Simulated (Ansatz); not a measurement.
# Li, first-principles data

Li:
```
CELL_PARAMETERS angstrom
      2.99091     0.00000     0.00000
     -1.49545     2.59020     0.00000
      0.00000     0.00000     4.89513
ATOMIC_POSITIONS crystal
  Li 0.33333 0.66667 0.25000
  Li 0.66667 0.33333 0.75000
```

Space group P6_3/mmc (No. 194), hcp (Mg type); conventional cell a = 2.9909 Å, b = 2.9909 Å, c = 4.8951 Å, α = 90.00°, β = 90.00°, γ = 120.00°.

Method: LDA (plane waves, PAW; program Ansatz). The cell and atoms are relaxed at this level. Other levels are named where they apply.

**Cell and energy**

* **Volume per atom**: 18.96 Å³
* **Density**: 0.61 g/cm³

**Electronic structure**

Electronic character: metallic (no gap)
Density of states at the Fermi level: 0.50 states/eV per atom (mean over ±0.08 eV)

**Mechanics**

* **Bulk modulus (Birch–Murnaghan fit)**: 150 kbar
* **Pressure derivative B′**: 3.4
* **Elastic constants (relaxed ions, GPa)**: C11 = 23.2, C12 = 14.2, C13 = 7.4, C33 = 30.8, C44 = 5.2
* **Mechanical stability**: stable (all eigenvalues of C positive)
* **Hill bulk and shear moduli**: 15.0 and 5.8 GPa
* **Young's modulus**: 15.5 GPa
* **Poisson's ratio**: 0.33
* **Debye temperature from the elastic constants**: 388 K

**Phonons**

- Highest zone-centre frequency: 329 cm⁻¹
- Zone-centre stability: no imaginary mode at Γ

The first step of the workflow began from a Materials Project structure, measured or hypothetical; the Crystallography Open Database files this formula in space group No. 194, but the cells were not matched. It is not the phase usual at ambient conditions (space group No. 229). The LDA relaxation kept the symmetry of its start. As this level gives no gap, shear constants depend on the k-mesh and smearing (Fermi–Dirac, 0.1 eV here). As this level gives no gap, phonon frequencies hold no LO–TO term and depend on the k-mesh and smearing (Fermi–Dirac, 0.1 eV here). Axis ratios of metals converge slowly with the k-mesh, so a and c are less sure than the volume.

Potentials: the earlier of the program's two PAW sets.
